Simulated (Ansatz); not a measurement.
MgTe:
```
CELL_PARAMETERS angstrom
      4.56105     0.00000     0.00000
     -2.28052     3.94998     0.00000
      0.00000     0.00000     7.41131
ATOMIC_POSITIONS crystal
  Mg 0.66667 0.33333 0.00101
  Mg 0.33333 0.66667 0.50101
  Te 0.66667 0.33333 0.62419
  Te 0.33333 0.66667 0.12419
```

Relaxed with PBEsol.

Task: Map the electron localisation function on the plane through (0.667, 0.333, 0.001) spanned by u = [0, 0, 1] and v = [1, -1, 0] in lattice vectors, from PBEsol (plane waves, PAW; program Ansatz).

Result: x is the fraction of u, y of v (the angle between them is 90°; rows are the nearest grid lines); atoms in the plane: Mg at (0.00, 0.00), Mg at (0.50, 0.67), Te at (0.62, 0.00), Te at (0.12, 0.67).
```
|.:==.        .-*##*+:     :+#@@%..==:.|
|=+=:  ...    .-+##*+=:   :=*#@@%: :=+=|
|=-.  .--:.    :+#%#*+=-:-=+*#@@#-  :-=|
|.:=*%%%#*=:.  .-*%@@%%##*##%%%*=:..  .|
|@@@@@%%%%##+-:.:-=*#%@@@@%%#+=:...-*%@|
|@@%##**##%%#+-:.   .:+#%%%#+-:. .:+#@@|
|#*+-::-+*#%@%+. .-=-:. .:-:.    .-*%%#|
|*=.    .=*%@@= .==--=+:         :=##**|
|+=.    .=*%@@= .==--=+:         :=##*+|
|*+-.  .-+*%@@+ .-+==+-.         :=*##*|
|#**++++**#%%%+:   ..   ....     .-+#%#|
|%%%########*=-..    ......       .-+#%|
|##%%####**+=:..   .......        .:=*#|
|--====--::..                       .:-|
|                                      |
|                                      |
|                                      |
|                  .........           |
|.....           :-=+*****++=-:..     .|
|.......        .-+*##%%####**+-:.    .|
|    ....      .-+#%%#*****##%%#+-.    |
|=-:   ..      :+#%#*+=-:-=+*#@@%-  :==|
|=+=:         .-+##*+=:   :=*#@@%: :=+=|
|.:==.        .-*##*+:     :+#@@%..==:.|
```
Scale: ten equal steps from 0.002 (start of ' ') to 0.844 (end of '@'), in the order ' .:-=+*#%@'; x runs from 0.000 to 1.00, y from 0.000 (bottom) to 1.00 (top).

The density is the valence pseudo-density with augmentation charge, so density and ELF within about 1 Å of a nucleus are not all-electron values.

Space group P6_3mc (wurtzite). Symmetry was held in the PBEsol relaxation. Spin–orbit coupling is left out wherever it is not named.

Potentials: the later of the program's two PAW sets.
